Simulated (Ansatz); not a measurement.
A relaxed cell of LuPd2O2 is given with its symmetry left out. The cell was found from a structure generator's guess, not taken from experiment.

The calculation used Ansatz, DFT PBE, scalar-relativistic, plane waves, PAW. Cutoff 420 eV, Γ-centred mesh, Gaussian smearing, no spin polarisation.

```yaml
crystal:
  lattice:
    - [-2.13659, 2.13659, 4.22133]
    - [2.13659, -2.13659, 4.22133]
    - [2.13659, 2.13659, -4.22133]
  atoms:
    - { symbol: Lu, position: [0.50000, 0.50000, 0.00000] }
    - { symbol: Pd, position: [0.83812, 0.83812, 0.00000] }
    - { symbol: Pd, position: [0.16188, 0.16188, 0.00000] }
    - { symbol: O, position: [0.50000, 0.00000, 0.50000] }
    - { symbol: O, position: [0.00000, 0.50000, 0.50000] }
```

The zero of energy is the elements' standard structures at the same level (O₂ as a molecule); no fitted shifts are applied.

(1) Find its symmetry and describe it.

(2) How far does it lie from the elements in energy?

(3) Is it a metal?

Answers

(1) I4/mmm (No. 139). Conventional cell: a = 4.273 Å, c = 8.443 Å. Around Lu lie 4 O at 2.14 Å, 2 Pd at 2.85 Å and 8 Pd at 3.32 Å; around Pd lie 4 O at 2.54 Å, 1 Pd at 2.73 Å, 1 Lu at 2.85 Å and 4 Lu at 3.32 Å; around O lie 2 Lu at 2.14 Å and 4 Pd at 2.54 Å.

(2) −0.95 eV/atom.

(3) Yes, bands cross the Fermi level on the 12×12×12 mesh.

The last run used a 12×12×12 mesh for its 5-atom cell and Gaussian smearing of 0.10 eV. An odd number of electrons in the primitive cell allows no gap without spin; a larger cell or a magnetic state could open one. A structure relaxed within its symmetry needn't be a true minimum. Another cell of LuPd2O2 relaxed alike but with spin, in P-3m1, lies 0.41 eV/atom lower, so this cell isn't the stable form at this level.
